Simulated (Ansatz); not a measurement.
**Ni3PdC: which magnetic state is lowest?**

The calculation used Ansatz, DFT r2SCAN, scalar-relativistic, plane waves, PAW.

```
Pd C Ni
1.0
     3.80456    0.00000    0.00000
     0.00000    3.80456    0.00000
     0.00000    0.00000    3.80456
Pd C Ni
1 1 3
Direct
  0.00000 0.00000 0.00000
  0.50000 0.50000 0.50000
  0.50000 0.50000 0.00000
  0.50000 0.00000 0.50000
  0.00000 0.50000 0.50000
```

The plane-wave cutoff is 500 eV and the Γ-centred k-mesh is 10×10×10. The occupation rule is Gaussian smearing, 0.1 eV and the list of starting moments (μB, in atom order) is 0 0 2.5 2.5 2.5. The check for lower electronic states after the SCF is off.

All runs keep this geometry, which isn't relaxed for the lowest state (largest force there 0.000 eV/Å, pressure -5.1 GPa) and needn't be a stable compound; relaxing each order can shift differences of a few meV. r2SCAN tends to overstate moments in metals, so a weak moment here may be absent in the real material. Site moments are spin moments in atom-centred spheres that scale with the neighbour distance. The states are those that the runs reached from these starts; a lower one can exist. No antiferromagnetic start is among these.

Task: Starts tried: no spin; large parallel starting moments. Which state comes out lowest, and what are the moments?

Result: The lowest state is ferromagnetic, reached from the start “large parallel starting moments”, with site moments (μB) Pd +0.24, Ni +0.46 (×3).

```json
{"start": "no spin", "ends": "non-magnetic", "energy above lowest (meV/atom)": "3.76", "site moments (μB)": "none over 0.05", "gap on mesh (eV)": "metal", "P (GPa)": "-6.0"}
{"start": "large parallel starting moments", "ends": "ferromagnetic", "energy above lowest (meV/atom)": "0.00", "site moments (μB)": "Pd +0.24, Ni +0.46 (×3)", "gap on mesh (eV)": "metal", "P (GPa)": "-5.1"}
```

Cost: 2 runs of about 2.4 core-minutes in all, on Arm Neoverse V2 (shared hosts).